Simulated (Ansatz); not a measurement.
Method: PBEsol, scalar-relativistic; no spin polarisation; PAW, 420 eV, Γ-centred 10×10×6 mesh, 0.05 eV Gaussian smearing; code Ansatz; PAW files: Ansatz's generated set soft_2.

A crystal of composition NbX, relaxed at this level of theory, gives this pattern between 10° and 80°.

Cu Kα1 powder pattern (kinematic, no thermal factors).
| 2θ (°) | relative intensity |
| --- | --- |
| 17.63 | 11 |
| 32.98 | 43 |
| 34.20 | 100 |
| 35.69 | 42 |
| 37.64 | 3 |
| 42.85 | 94 |
| 49.38 | 24 |
| 54.73 | 3 |
| 56.95 | 7 |
| 58.90 | 32 |
| 62.00 | 2 |
| 65.40 | 3 |
| 69.19 | 5 |
| 69.91 | 12 |
| 70.81 | 32 |
| 74.71 | 23 |
| 75.54 | 17 |
| 75.60 | 3 |

Task: Which lattice and cell does the pattern come from?

Result: Hexagonal, space group P6_3mc (No. 186), a = 3.133 Å, b = 3.133 Å, c = 10.055 Å, α = 90.00°, β = 90.00°, γ = 120.00°. The line positions fix the lattice at most, not the space group, and lines under 1 % of the strongest aren't listed; this is the group of the computed cell.

A compound NbX has these computed properties.

```json
{
 "Band gap": "zero (metallic)",
 "Density of states at the Fermi level": "1.3 states/(eV·atom)",
 "Formation energy from the elements (0 K, uncorrected)": "0.35 eV/atom (unstable against the elements)",
 "Bulk modulus (Birch–Murnaghan)": "116 GPa"
}
```

Sites: Nb on 2b, X on 2b.

Task: Which element is X?
A. Sn
B. In
C. Sb
D. I

Result: C. X is Sb, so the compound is NbSb.

The structure was built from a prototype; whether the compound forms in it isn't claimed.

Scalar-relativistic only: spin–orbit splittings of the heavy atoms' levels are missing.
